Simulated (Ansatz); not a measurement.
## Al3Cu: why energy differences converge before total energies

Level of theory: Ansatz 0.2.0, DFT PBEsol, scalar-relativistic, plane waves, PAW.

```yaml
crystal:
  lattice:
    - [3.92415, 0.00000, 0.00000]
    - [0.00000, 3.92415, 0.00000]
    - [0.00000, 0.00000, 3.92415]
  atoms:
    - { symbol: Al, position: [0.00000, 0.50000, 0.50000] }
    - { symbol: Al, position: [0.50000, 0.00000, 0.50000] }
    - { symbol: Al, position: [0.50000, 0.50000, 0.00000] }
    - { symbol: Cu, position: [0.00000, 0.00000, 0.00000] }
```

| Quantity | Value |
| --- | --- |
| Γ-centred k-mesh | 12×12×12 |
| occupation rule | Gaussian smearing, 0.1 eV |
| spin treatment | unpolarised |

A second cell has all atoms moved and the lattice slightly strained:

```yaml
crystal:
  lattice:
    - [3.86879, -0.02214, -0.00874]
    - [-0.02214, 3.92656, -0.04494]
    - [-0.00874, -0.04494, 3.93405]
  atoms:
    - { symbol: Al, position: [0.01256, 0.50085, 0.48835] }
    - { symbol: Al, position: [0.46776, 0.03177, 0.52589] }
    - { symbol: Al, position: [0.51515, 0.51242, 0.98296] }
    - { symbol: Cu, position: [0.01359, 0.98077, 0.00221] }
```

It ran on a 8×8×8 mesh, another than the first cell's, which shifts the difference by nearly the same amount at every cutoff. Both were run at several values of the cutoff; energies per atom at zero smearing, errors against the largest value (420 eV), which isn't proved converged itself.

```
cutoff error, first cell (meV) error, second cell (meV)
250 eV                   704.49                    708.20
300 eV                    91.45                     93.62
350 eV                     8.27                      8.64
```

Question: At the largest value the second cell lies 44.77 meV/atom above the first. What is the error of that difference at each value, and where does each quantity come within 1 meV/atom?

Answer: The error of the difference is the second cell's error less the first's:
```json
{"cutoff": "250 eV", "difference (meV)": "48.48", "its error (meV)": "3.71"}
{"cutoff": "300 eV", "difference (meV)": "46.94", "its error (meV)": "2.17"}
{"cutoff": "350 eV", "difference (meV)": "45.15", "its error (meV)": "0.38"}
```

No value below the largest brings the first cell's total energy within 1 meV/atom, while the difference is there from 350 eV on. Most of the error cancels, by a factor of about 42 in the median. A missing short wave mostly misdescribes the region near each nucleus, which both cells share; what doesn't cancel comes largely from the change of volume and bonding.

1 further run of this set isn't shown.